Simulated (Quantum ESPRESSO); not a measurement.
# Pt3MoW3Ti: one composition in several site orders

Simulated, not a measurement. The program is pw.x of Quantum ESPRESSO 7.5 (plane-wave density functional theory). The cell is made up: eight metal atoms on a face-centred cubic lattice, with elements, volume, strain and displacements drawn at random and not relaxed, so it may be unstable or far from any real phase. PseudoDojo standard norm-conserving files set the functional (PBE unless stated); there is no spin polarisation or spin-orbit coupling, the Fermi-Dirac width of 0.25 eV means electrons at about 2900 K, and the masses in the input are unused placeholders. Heavy elements are run without spin-orbit coupling, which real alloys of them have. A spin test at this wide smearing found no moment, but such smearing suppresses magnetism that the real alloy may have.

The runs put one composition on the sites in different orders. Cell, positions, cutoff, mesh and smearing stay as in the input of run 1; sites are counted in its order. Stress in the tables is positive in tension.

Input of run 1:

```
&control calculation='scf', pseudo_dir='./dojo.nc.sr.pbe.v0_5.standard.upf', outdir='./o', disk_io='minimal', tprnfor=.true., tstress=.true. /
&system ibrav=0, nat=8, ntyp=4, nbnd=79, ecutwfc=84.00895049, nosym=.true., tot_charge=0,
 occupations='smearing', smearing='fd', degauss=0.0183746611
/
&electrons conv_thr=1.470e-08, electron_maxstep=70, mixing_beta=0.5 /
ATOMIC_SPECIES
Mo 1.0 Mo.upf
Pt 1.0 Pt.upf
Ti 1.0 Ti.upf
W 1.0 W.upf
CELL_PARAMETERS angstrom
0.0 3.9325 3.9325
3.9325 0.0 3.9325
3.9325 3.9325 0.0
ATOMIC_POSITIONS angstrom
Pt 0.0704 0.0263 -0.0381
Mo 1.9769 1.8625 0.0667
Pt 1.9228 -0.0059 1.9924
W 3.9456 2.0781 1.9796
Ti -0.0743 1.941 2.0666
W 1.9869 3.9075 1.9902
W 1.9539 1.9885 3.9363
Pt 3.884 3.8779 3.9356
K_POINTS automatic
5 5 5 1 1 1
```

```
run  elements on sites 1 to 8  free energy less that of run 1 (eV)  -TS (eV)  pressure (GPa)  stress xx (GPa)  stress yy (GPa)  stress zz (GPa)  stress yz (GPa)  stress xz (GPa)  stress xy (GPa)  iterations
  1      Pt Mo Pt W Ti W W Pt                                0.000    -1.397           11.48           -11.88           -14.19            -8.36             0.01            -0.13            -1.42          16
  2      W Pt W Pt Ti Pt Mo W                                1.014    -1.491           12.72           -11.83           -13.95           -12.38             2.20             1.42            -1.39          18
  3      Ti W W Pt Pt Pt W Mo                                0.059    -1.412           11.31           -11.97            -9.19           -12.77            -0.08            -0.66            -0.46          18
  4      Ti Pt W Pt W Pt W Mo                                0.558    -1.474           12.70           -13.08           -12.99           -12.05             0.75             0.92            -1.38          18
  5      W Pt W Pt Mo Pt W Ti                                0.514    -1.419           12.44           -13.15           -12.61           -11.57             3.08             3.87            -4.21          18
  6      W Pt W Mo Pt Ti W Pt                                0.549    -1.460           12.57           -12.70           -12.75           -12.26            -1.42            -0.92            -2.12          17
```

Forces Fx Fy Fz (eV/Å):

| site | run 1 | run 2 | run 3 | run 4 | run 5 | run 6 |
| --- | --- | --- | --- | --- | --- | --- |
| 1 | -1.50 -0.02 0.49 | -1.05 -0.20 0.45 | -1.23 -0.07 0.13 | -0.94 0.12 0.32 | -1.23 -0.05 0.41 | -1.31 -0.04 0.41 |
| 2 | -0.17 1.48 -0.11 | -0.20 1.39 -0.29 | -0.05 1.23 0.25 | -0.43 1.27 -0.15 | -0.23 1.17 -0.31 | -0.17 1.26 -0.19 |
| 3 | 0.74 0.12 0.51 | 0.75 0.27 0.37 | 0.88 0.34 0.22 | 0.75 0.18 0.43 | 0.74 0.33 0.41 | 0.73 0.23 0.47 |
| 4 | 0.02 -1.69 -0.14 | -0.10 -1.41 -0.31 | -0.22 -1.88 -0.39 | -0.10 -1.49 -0.34 | -0.08 -1.40 -0.05 | -0.10 -1.54 -0.41 |
| 5 | 0.42 0.20 -0.65 | 0.40 0.24 -0.85 | 0.63 0.44 -0.93 | 0.61 0.41 -1.02 | 0.58 0.32 -0.89 | 0.40 0.06 -0.96 |
| 6 | -0.89 0.28 -1.36 | -0.54 0.30 -0.79 | -0.73 0.32 -0.64 | -0.69 0.24 -0.78 | -0.56 0.35 -0.58 | -0.30 0.26 -0.67 |
| 7 | 0.19 -0.82 0.09 | -0.03 -0.72 0.18 | 0.07 -0.74 0.18 | -0.03 -0.91 0.29 | 0.10 -0.90 0.09 | 0.01 -0.77 0.39 |
| 8 | 1.20 0.46 1.17 | 0.75 0.13 1.24 | 0.65 0.36 1.18 | 0.82 0.18 1.27 | 0.67 0.19 0.93 | 0.74 0.53 0.95 |

The sites are displaced and not relaxed, so the energy differences mix bonding between neighbours with strain and are not ordering energies. A rerun of one cell of this series at a higher cutoff and on a denser mesh moved values by no more than 0.005 eV in energy, 0.05 GPa in stress and 0.005 eV/Å in force, and a second program with other atomic files agreed on that cell to 2 % rms in force and 0.5 GPa in pressure.